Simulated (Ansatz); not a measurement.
Crystals of one structure type (bcc (W type)), relaxed and computed with PBEsol in the plane-wave PAW code Ansatz.

| crystal | a (Å) | spin order and moments (μB) |
|---|---|---|
| Na | 4.171 | not spin-polarised |
| Fe | 2.786 | ferromagnetic; net 2.08 per atom; largest site about 2.1 |
| Rb | 5.573 | not spin-polarised |
| Nb | ___ | not spin-polarised |
| Mo | 3.129 | not spin-polarised |
| Ba | 4.877 | not spin-polarised |
| Ta | 3.281 | not spin-polarised |
| W | 3.154 | not spin-polarised |

Task: What belongs in the gaps?

Result: 
- Nb, a (Å): 3.270

Spin orders computed, not proven ground states: Fe, bcc (W type) ferromagnetic. All cells were relaxed under the symmetry of their starts (and spin orders); stability against distortions was not tested throughout. Rows with no word on spin ran without spin polarisation. Scalar-relativistic: spin–orbit coupling is off unless named, which matters more the heavier the elements.

Potentials: the later of the program's two PAW sets.
